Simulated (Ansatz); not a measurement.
Total density of states per atom from PBEsol in the plane-wave PAW code Ansatz, in 0.25 eV bins, energy from the Fermi level:

```tsv
E (eV)	states/eV/atom
-6.45	0.00
-6.20	0.02
-5.95	0.05
-5.70	0.07
-5.45	0.09
-5.20	0.10
-4.95	0.12
-4.70	0.14
-4.45	0.16
-4.20	0.18
-3.95	0.21
-3.70	0.24
-3.45	0.29
-3.20	0.36
-2.95	0.52
-2.70	0.92
-2.45	0.93
-2.20	1.12
-1.95	1.28
-1.70	1.39
-1.45	1.03
-1.20	1.20
-0.95	1.58
-0.70	1.97
-0.45	1.06
-0.20	0.74
0.05	1.19
0.30	2.09
0.55	1.97
0.80	2.22
1.05	2.53
1.30	1.76
1.55	1.27
1.80	1.00
2.05	0.99
2.30	1.01
2.55	1.07
2.80	1.26
```

### Question
Which of these materials gives this?
A) Ti, hcp (Mg type)
B) Y, hcp (Mg type)
C) Tc, hcp (Mg type)
D) Tl, hcp (Mg type)

### Answer
A, Ti, hcp (Mg type). Within 0.5 eV of the Fermi level: Ti 3d 91 %. Projections are on Löwdin-orthogonalised atomic valence shells; empty p or d shells of many metals are not among them.

Space group P6_3/mmc (hcp (Mg type)). Symmetry was held in the PBEsol relaxation. The run is not spin-polarised.

Potentials: the later of the program's two PAW sets.
